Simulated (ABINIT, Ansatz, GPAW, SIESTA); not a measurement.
**Sn3Se: 4 runs at one level of theory**

```
CELL_PARAMETERS angstrom
4.74188 0.00000 0.00000
0.00000 4.74188 0.00000
0.00000 0.00000 4.74188
ATOMIC_POSITIONS crystal
Sn 0.50000 0.50000 0.00000
Sn 0.50000 0.00000 0.50000
Sn 0.00000 0.50000 0.50000
Se 0.00000 0.00000 0.00000
```

The cell comes from a database or a generator and needn't be the stable form of this composition.

Alike in all runs: task single point; functional PBEsol; k mesh 6 × 6 × 6; occupations fermi-dirac, width 0.05 eV; no spin polarisation; no spin-orbit coupling. A missing gap at this level doesn't show that the real crystal is a metal. Pressure is positive in compression and, in plane waves, holds the error of the finite cutoff.

```tsv
program and potentials	plane-wave cutoff (eV)	notes	band gap (eV)	pressure (GPa)
Ansatz, all-electron LAPW, scalar-relativistic	-	-	no gap	-2.64
GPAW, PAW data sets generated for this functional	600	12 valence electrons an atom on average	no gap	-2.82
ABINIT, PseudoDojo NC SR PBEsol v0.4.1 standard	1170	14.5 valence electrons an atom on average	no gap	-2.58
SIESTA, files PseudoDojo sr-pbesol-0.4.1-standard, DZP (energy shift 0.003 Ry; two zetas on semicore shells)	-	atomic basis; 14.5 valence electrons an atom on average	no gap	-1.72
```

None finds a gap. The pressure spans -2.82 (GPAW, PAW data sets generated for this functional) to -1.72 GPa (SIESTA, files PseudoDojo sr-pbesol-0.4.1-standard, DZP (energy shift 0.003 Ry; two zetas on semicore shells)), with all-electron results at -2.64. Rows in atomic bases carry the error of their basis and grid, which can be large.

Differences between rows come from potentials, basis sets and numerical settings, since the functional is the same but for its coding. Runs on potential files found faulty are left out.
